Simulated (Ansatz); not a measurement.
**What DFT gives for BeSi2**

```
Si Be
1.0
     4.87038    0.00000    0.00000
     0.00000    5.48083    0.00000
     0.00000    0.00000    2.63291
Si Be
4 2
Direct
  0.18000 0.36000 0.00000
  0.82000 0.64000 0.00000
  0.68000 0.14000 0.50000
  0.32000 0.86000 0.50000
  0.00000 0.00000 0.00000
  0.50000 0.50000 0.50000
```

Single point in Ansatz 0.2.0 with PBE, no spin polarisation. Cutoff 420 eV, PAW datasets, 7×6×13 Γ-centred k mesh, fermi-dirac filling (width 0.0303 eV).

**Electronic structure.** It is a metal, with about 1.9 states/eV a cell as the mean within 0.25 eV of the Fermi level, mostly Si p (68 %) and Si s (16 %).
**Forces.** The largest is on Si4 (and as large on other atoms): 0.33 eV/Å, components (0.32, -0.05, 0.00). It makes 57° with the line to a nearest neighbour, Be6 at 2.16 Å.
**Formation energy.** 0.56 eV an atom against the elements' usual phases (free molecules for gases, crystals otherwise, with no correction for O₂ or N₂), so at this geometry it isn't bound against them. Relaxing would lower it.
**Charges.** Bader charges in e: Be +1.34, Si -0.67. In the mean Be gives up most and Si takes most.
**Stress.** The pressure is 21.2 GPa (compression positive), so with the atoms held at these fractions the cell would first expand. The principal stresses 12.1, 24.8, 26.7 GPa differ, so its shape would change too.

Origin: a known structure type with other elements, at an estimated volume, so it need not be a known compound. Caveats: atoms or cell far from equilibrium.
